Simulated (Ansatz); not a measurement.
Input:

MoS2:
```xyz
3
Lattice="0.0000 2.9327 2.9327 2.9327 0.0000 2.9327 2.9327 2.9327 0.0000" Properties=species:S:1:pos:R:3 pbc="T T T"
Mo     0.0000     0.0000     0.0000
S      1.4663     1.4663     1.4663
S      4.3990     4.3990     4.3990
```

This is the r²SCAN-relaxed structure.

**Question.** All from r²SCAN (plane waves, PAW; program Ansatz), unless another level is named. Estimate the electronic character.

**Answer.** metallic (no gap).

**Question.** Next, the formation energy from the elements (no fitted shifts)?

**Answer.** -0.18 eV/atom.

**Question.** And the density of states at the Fermi level?

**Answer.** 1.3 states/eV per atom (mean over ±0.08 eV).

**Question.** Next, the gap with spin–orbit coupling?

**Answer.** none (metallic).

Space group Fm-3m (fluorite). The cell is a constructed one: a structure type filled with these elements; neither database checked (COD, Materials Project) lists it. It is not the phase usual at ambient conditions (space group No. 160, 194). The r²SCAN relaxation kept the symmetry of its start; its stability against distortions is not shown here. No spin polarisation was allowed. The references are the lowest solids computed at this level, not always the standard phases. Scalar-relativistic: spin–orbit coupling is off unless named, which matters more the heavier the elements.

Potentials: the earlier of the program's two PAW sets.
